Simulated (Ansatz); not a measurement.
A crystal relaxed with r2SCAN in the PAW code Ansatz has space group Pm (No. 6) and a = 7.727 Å, b = 2.962 Å, c = 7.751 Å, β = 119.7°.

```json
{"atom": "Si", "site": "1b", "x": "0.1708", "y": "0.5000", "z": "0.7626"}
{"atom": "Si", "site": "1a", "x": "0.7709", "y": "0.0000", "z": "0.5979"}
{"atom": "Xx", "site": "1a", "x": "0.4016", "y": "0.0000", "z": "0.1732"}
{"atom": "Si", "site": "1b", "x": "0.5904", "y": "0.5000", "z": "0.8204"}
{"atom": "Si", "site": "1b", "x": "0.2375", "y": "0.5000", "z": "0.4145"}
{"atom": "Xx", "site": "1a", "x": "0.8287", "y": "0.0000", "z": "0.2295"}
{"atom": "N", "site": "1b", "x": "0.3330", "y": "0.5000", "z": "0.6683"}
{"atom": "N", "site": "1a", "x": "0.6703", "y": "0.0000", "z": "0.3425"}
{"atom": "N", "site": "1b", "x": "0.3165", "y": "0.5000", "z": "0.0183"}
{"atom": "N", "site": "1a", "x": "0.0295", "y": "0.0000", "z": "0.6955"}
{"atom": "N", "site": "1a", "x": "0.3047", "y": "0.0000", "z": "0.3464"}
{"atom": "N", "site": "1b", "x": "0.7041", "y": "0.5000", "z": "0.6731"}
{"atom": "N", "site": "1a", "x": "0.6599", "y": "0.0000", "z": "0.9581"}
{"atom": "N", "site": "1b", "x": "0.9821", "y": "0.5000", "z": "0.2997"}
```

r2SCAN gives an indirect gap of 4.27 eV, from Γ–Z (0.32 of the way from Γ) to Γ; the least direct gap is 4.34 eV at Γ. The HSE06 gap is indirect, 5.26 eV (Γ–Z (0.32 of the way from Γ) to Γ), below the direct gap of 5.35 eV at Γ. Meshes: r2SCAN 4×8×4, HSE06 2×6×2. r2SCAN's ε∞ is 4.2, 4.3 and 4.2 along x, y and z.

Question: Which element is Xx?
A. Pb
B. C
C. Sn
D. Ge

Answer: D. Xx is Ge: a 14-atom cell of Si2GeN4 built on β-Si3N4 (relaxed group Pm). Around Si lie 4 N at 1.73–1.76 Å; around Ge lie 4 N at 1.81–1.83 Å; around Si lie 4 N at 1.74–1.75 Å; around Si lie 4 N at 1.72–1.74 Å; around Ge lie 4 N at 1.80–1.85 Å; around N lie 3 Si at 1.72–1.74 Å; around N lie 1 Si at 1.73 Å and 2 Ge at 1.82–1.83 Å (further sites aren't listed).

No spin polarisation and no zero-point or thermal motion; the cell was built from a prototype and may be hypothetical.

The runs are scalar-relativistic, without spin-orbit coupling.

Where an edge lies off the special points, it is a point of the mesh or the k point where a search put PBE's edge or least direct gap, reused for the other functionals, whose own edges may lie a little apart.

The meshes of the hybrids are coarse, so their gaps aren't converged to the digits shown.

For a response run the program warns that the ground state's bands aren't all converged, so ε∞ carries an extra error.
